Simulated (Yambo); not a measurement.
**CsLiSO₅H₄: sweep of GW parameters**

G0W0@PBEsol for CsLiSO5H4 (space group Cm, No. 8) in Yambo. Reference settings: 2×2×2 Γ-centred k mesh, bands 2 to 226 and a 7 Ry block in the screening, 226 bands in G with the Bruneval-Gonze terminator, plasmon pole fitted at 27.2 eV. The PBEsol gap (-0.5, -0.5, -0.5) → Γ on this mesh is 4.42 eV; G0W0 gaps are taken between the same points.

| change from the reference | G0W0 gap (-0.5, -0.5, -0.5) → Γ (eV) | shift of the valence edge (eV) | rough Yambo cost |
|---|---|---|---|
| reference settings | 6.76 | -1.43 | 1 |
| 146 bands in W, 146 bands in G | 6.76 | -1.36 | within a factor of two |
| 106 bands in W | 6.79 | -1.32 | within a factor of two |
| pole fitted at 10 eV | 6.68 | -1.31 | – |
| no random integration | 6.64 | -1.19 | – |
| no terminator | 6.66 | -1.25 | – |

The reference isn't shown to be the converged limit. Costs are rough (shared machines), scaled to the same edge states, and given only for runs that recompute the screening.

Geometry of the Materials Project entry, not relaxed at this level; primitive cell a = 6.710 Å, b = 6.710 Å, c = 4.812 Å, α = 107.13°, β = 107.13°, γ = 50.65°.

A shift is the quasiparticle energy of the state minus its PBEsol energy.
